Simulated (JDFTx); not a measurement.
An input for JDFTx (a modified build) (W(100), CANDLE, water, 1 M NaF; bohr, hartree) and the course of its log:

```
lattice \
  5.9910365274 0.0000000000 0.0000000000 \
  0.0000000000 5.9910365274 0.0000000000 \
  0.0000000000 0.0000000000 42.1408925792
coords-type Lattice
ion W 0.0000000000 0.0000000000 -0.1421668160 0
ion W 0.5000000000 0.5000000000 -0.0710834080 0
ion W 0.0000000000 0.0000000000 0.0000000000 0
ion W 0.5000000000 0.5000000000 0.0710834080 0
ion W 0.0000000000 0.0000000000 0.1421668160 0
ion-species pseudo/w_pbe_v1.2.upf
elec-cutoff 20 100
elec-ex-corr gga-PBE
coulomb-interaction Slab 001
coulomb-truncation-embed 0 0 0
kpoint-folding 3 3 1
elec-smearing Fermi 0.01
elec-n-bands 47
electronic-scf nIterations 100 energyDiffThreshold 1e-08
fluid LinearPCM
pcm-variant CANDLE
fluid-solvent H2O
fluid-cation Na+ 1
fluid-anion F- 1
fluid-minimize nIterations 400 knormThreshold 1e-11
wavefunction read vac.wfns
elec-initial-eigenvals vac.eigenvals
dump-name f0.$VAR
dump End State Ecomponents EigStats BandEigs Forces ElecDensity IonicPositions Fillings Kpoints Dtot FluidDebug BoundCharge FluidDensity
```

```
[one cycle in 5 is shown, and the last three; fluid-solver lines are left out]
	FillingsUpdate:  mu: -0.151747135  nElectrons: 70.000000
SCF: Cycle:  0   F: -343.407568576404572   dF: +1.657e-04   |Residual|: 3.162e-03   |deigs|: 3.199e-05
	FillingsUpdate:  mu: -0.145813213  nElectrons: 70.000000
SCF: Cycle:  5   F: -343.407850928847722   dF: -1.303e-06   |Residual|: 4.456e-04   |deigs|: 7.468e-04
	FillingsUpdate:  mu: -0.145217083  nElectrons: 70.000000
SCF: Cycle: 10   F: -343.407853852631092   dF: +2.385e-07   |Residual|: 1.693e-04   |deigs|: 1.474e-04
	FillingsUpdate:  mu: -0.145198022  nElectrons: 70.000000
SCF: Cycle: 15   F: -343.407854393051991   dF: -2.125e-08   |Residual|: 1.866e-05   |deigs|: 1.562e-05
	FillingsUpdate:  mu: -0.145212093  nElectrons: 70.000000
SCF: Cycle: 20   F: -343.407854355922439   dF: +3.282e-08   |Residual|: 3.224e-05   |deigs|: 4.163e-05
	FillingsUpdate:  mu: -0.145179634  nElectrons: 70.000000
SCF: Cycle: 25   F: -343.407854382039147   dF: +6.755e-09   |Residual|: 1.716e-05   |deigs|: 1.531e-05
	FillingsUpdate:  mu: -0.145171996  nElectrons: 70.000000
SCF: Cycle: 30   F: -343.407854364644152   dF: +1.595e-08   |Residual|: 2.522e-05   |deigs|: 2.414e-05
	FillingsUpdate:  mu: -0.145200971  nElectrons: 70.000000
SCF: Cycle: 35   F: -343.407854349901356   dF: +4.547e-08   |Residual|: 4.192e-05   |deigs|: 2.739e-05
	FillingsUpdate:  mu: -0.145163188  nElectrons: 70.000000
SCF: Cycle: 40   F: -343.407854358921668   dF: +2.205e-08   |Residual|: 2.931e-05   |deigs|: 3.694e-05
	FillingsUpdate:  mu: -0.145198583  nElectrons: 70.000000
SCF: Cycle: 45   F: -343.407854380950198   dF: +1.331e-08   |Residual|: 2.596e-05   |deigs|: 2.367e-05
	FillingsUpdate:  mu: -0.145165071  nElectrons: 70.000000
SCF: Cycle: 50   F: -343.407854382178584   dF: -7.910e-10   |Residual|: 2.099e-05   |deigs|: 4.380e-05
	FillingsUpdate:  mu: -0.145188548  nElectrons: 70.000000
SCF: Cycle: 55   F: -343.407854394024184   dF: +4.243e-10   |Residual|: 9.652e-06   |deigs|: 4.399e-06
	FillingsUpdate:  mu: -0.145189973  nElectrons: 70.000000
SCF: Cycle: 60   F: -343.407854395445270   dF: -5.646e-08   |Residual|: 1.189e-05   |deigs|: 3.913e-05
	FillingsUpdate:  mu: -0.145180750  nElectrons: 70.000000
SCF: Cycle: 65   F: -343.407854395421509   dF: -2.635e-08   |Residual|: 5.970e-06   |deigs|: 3.431e-05
	FillingsUpdate:  mu: -0.145202694  nElectrons: 70.000000
SCF: Cycle: 70   F: -343.407854375896648   dF: +1.425e-08   |Residual|: 3.108e-05   |deigs|: 2.087e-05
	FillingsUpdate:  mu: -0.145200899  nElectrons: 70.000000
SCF: Cycle: 75   F: -343.407854366647996   dF: +2.673e-08   |Residual|: 3.660e-05   |deigs|: 2.783e-05
	FillingsUpdate:  mu: -0.145178087  nElectrons: 70.000000
SCF: Cycle: 80   F: -343.407854394528670   dF: -4.288e-08   |Residual|: 7.017e-06   |deigs|: 2.768e-05
	FillingsUpdate:  mu: -0.145203351  nElectrons: 70.000000
SCF: Cycle: 85   F: -343.407854371228552   dF: +1.983e-08   |Residual|: 3.418e-05   |deigs|: 2.163e-05
	FillingsUpdate:  mu: -0.145172476  nElectrons: 70.000000
SCF: Cycle: 90   F: -343.407854362835167   dF: +1.984e-08   |Residual|: 2.810e-05   |deigs|: 3.089e-05
	FillingsUpdate:  mu: -0.145197216  nElectrons: 70.000000
SCF: Cycle: 95   F: -343.407854372676582   dF: +2.264e-08   |Residual|: 3.216e-05   |deigs|: 2.033e-05
	FillingsUpdate:  mu: -0.145198051  nElectrons: 70.000000
SCF: Cycle: 97   F: -343.407854368386552   dF: +2.591e-08   |Residual|: 3.601e-05   |deigs|: 2.395e-05
	FillingsUpdate:  mu: -0.145175460  nElectrons: 70.000000
SCF: Cycle: 98   F: -343.407854392479123   dF: -2.409e-08   |Residual|: 1.051e-05   |deigs|: 2.613e-05
	FillingsUpdate:  mu: -0.145206433  nElectrons: 70.000000
SCF: Cycle: 99   F: -343.407854362355067   dF: +3.012e-08   |Residual|: 3.704e-05   |deigs|: 3.481e-05
SCF: None of the convergence criteria satisfied after 100 iterations.
IonicMinimize: Iter:   0  F: -343.407854362355067  |grad|_K:  0.000e+00
IonicMinimize: Converged (|grad|_K<1.000000e-04).
```

This run gave no converged result. The loop ran out of cycles short of its threshold. It has stalled and not diverged: the last ten energies span 3e-08 Ha, so the total is near its end, but levels, forces and charges aren't shown converged.
